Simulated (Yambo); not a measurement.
Ba$_{2}$MoZnO$_{6}$ (space group Fm-3m, No. 225), G0W0@PBEsol in Yambo with this input:

```
rim_cut
gw0
dyson
el_el_corr
HF_and_locXC
ppa
em1d
RandQpts= 1000000
RandGvec= 1 Ry
EXXRLvcs= 84 Ry
VXCRLvcs= 336 Ry
Chimod= "HARTREE"
% BndsRnXp
 6 | 222 |
%
NGsBlkXp= 7 Ry
% LongDrXp
 1.0 | 1.0 | 1.0 |
%
PPAPntXp= 27.2114 eV
% GbndRnge
 1 | 222 |
%
GTermKind= "BG"
DysSolver= "n"
ExtendOut
```

On a 2×2×2 mesh, with wavefunctions cut at 84 Ry, the gap (Γ → X) is 3.460 eV and the valence edge shifts by -0.278 eV.

Question: What happens with this change: no random integration?

Answer: The gap falls by 0.063 eV, to 3.397 eV; the shift of the valence edge becomes -0.016 eV. Neither run is shown to be the converged limit.

Spin-orbit coupling is not included.

Geometry of the Materials Project entry, not relaxed at this level; primitive cell a = b = c = 5.827 Å, α = β = γ = 60.00°.

The structure is a Materials Project entry; no match was found in the copy of COD used, and its stability was not checked.

A shift is the quasiparticle energy of the state minus its PBEsol energy.
